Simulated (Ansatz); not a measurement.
ScOF:
```yaml
crystal:
  lattice:
    - [3.53601, 0.00000, 0.00000]
    - [0.00000, 3.53601, 0.00000]
    - [0.00000, 0.00000, 5.02836]
  atoms:
    - { symbol: Sc, position: [0.50000, 0.00000, 0.70894] }
    - { symbol: Sc, position: [0.00000, 0.50000, 0.29106] }
    - { symbol: O, position: [0.00000, 0.00000, 0.50000] }
    - { symbol: O, position: [0.50000, 0.50000, 0.50000] }
    - { symbol: F, position: [0.50000, 0.50000, 0.00000] }
    - { symbol: F, position: [0.00000, 0.00000, 0.00000] }
```

Cartesian axes are those of the cell as given.

Give the high-frequency dielectric tensor and the Born effective charge tensors of the independent atoms from DFPT, LDA in the plane-wave PAW code Ansatz.


ε∞:
```
4.27  0.00  0.00
0.00  4.27  0.00
0.00  0.00  3.45
```
Z* of atom 1 (Sc), rows: field, columns: displacement, in e:
```
4.06  0.00  0.00
0.00  4.06  0.00
0.00  0.00  3.20
```
Z* of atom 3 (O), rows: field, columns: displacement, in e:
```
-2.78   0.00   0.00
 0.00  -2.78   0.00
 0.00   0.00  -1.56
```
Z* of atom 5 (F), rows: field, columns: displacement, in e:
```
-1.28   0.00   0.00
 0.00  -1.28   0.00
 0.00   0.00  -1.64
```

Space group P4/nmm. The first step of the workflow began from a Materials Project structure, measured or hypothetical; the Crystallography Open Database copy checked does not list it. Its standing as an ambient phase is unchecked. The cell was relaxed with LDA under the symmetry of its start. At this level the phase is dynamically unstable (imaginary phonons). No spin polarisation was allowed.

Potentials: the later of the program's two PAW sets.
